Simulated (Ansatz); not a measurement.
**RbLuS2: stiffness from a series of strains**

```yaml
crystal:
  lattice:
    - [1.99550, 1.15210, 7.61267]
    - [-1.99550, 1.15210, 7.61267]
    - [0.00000, -2.30420, 7.61267]
  atoms:
    - { symbol: Rb, position: [0.00000, 0.00000, 0.00000] }
    - { symbol: Lu, position: [0.50000, 0.50000, 0.50000] }
    - { symbol: S, position: [0.23030, 0.23030, 0.23030] }
    - { symbol: S, position: [0.76970, 0.76970, 0.76970] }
```

Atoms are numbered in the order listed.

The structure is an experimental refinement, used without relaxation.

No spin–orbit coupling, which matters for the heavy atoms here.

All numbers below come from Ansatz 0.2.0, DFT, PBEsol, all-electron LAPW, scalar-relativistic.

Sampling and basis: a Γ-centred 9×9×9 k mesh, Fermi–Dirac smearing of 0.01 eV, basis error target 1 meV/atom, no spin polarisation.

The strain is applied along the Cartesian axes of the cell as listed (the other components stay zero). Fractional coordinates are held (clamped ions).

σ is the change of stress from the unstrained cell, which is at -2.07 GPa; tension is positive, so slopes are stress–strain coefficients at that pressure.

Only quantities that a quadratic follows smoothly over the whole series are listed; rougher ones are left out.

```
    εzz  σzz (GPa)  σxx (GPa)
-0.0200      -1.91      -0.63
 0.0000       0.00       0.00
 0.0100       0.92       0.27
 0.0200       1.81       0.52
```

Problem. Fit the series and read off the stiffness at zero strain.

Solution. Least-squares fits y = p0 + p1 x + p2 x² to the rows give σzz (GPa): p1 = 93, p2 = -130; σxx (GPa): p1 = 28.7, p2 = -130. So C33 = 93 GPa and C13 = 29 GPa, for these axes.

Problem. One run, at εzz = -0.0100, is withheld. Predict its row.

Solution. The fits give -0.94, -0.30; the run gave -0.94, -0.30.
